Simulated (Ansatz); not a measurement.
LiH:
```
LiH
1.0
    0.00000     1.99278     1.99278
    1.99278     0.00000     1.99278
    1.99278     1.99278     0.00000
Li H
1 1
Cartesian
  0.00000   0.00000   0.00000
  1.99278   1.99278   1.99278
```

Relaxed with HSE06. Special points in fractions of this cell's reciprocal vectors: Γ (0.000, 0.000, 0.000); X (0.500, 0.000, 0.500); U (0.625, 0.250, 0.625); K (0.375, 0.375, 0.750); L (0.500, 0.500, 0.500); W (0.500, 0.250, 0.750).

Q: List the band energies nearest the valence-band maximum at these points for HSE06 (plane waves, PAW; program Ansatz).

A: In eV from the valence-band maximum; about four levels below and three above (degenerate sets whole), none deeper than 8.9 eV; … stands for higher levels left out; points with the same levels are listed once.

```json
[
 {"k": "Γ", "below": "-6.14", "above": "18.16 …"},
 {"k": "X", "below": "0.00", "above": "3.96 …"},
 {"k": "U", "below": "-0.56", "above": "5.19 …"},
 {"k": "L", "below": "-2.93", "above": "5.99 …"},
 {"k": "W", "below": "-0.25", "above": "…"}
]
```

Space group Fm-3m (rock salt). The cell was relaxed with HSE06 under the symmetry of its start. The hybrid was solved on a coarse mesh, the path and, where they were found, the r²SCAN edge points; its band edges are the extreme levels among these.

Potentials: the later of the program's two PAW sets.
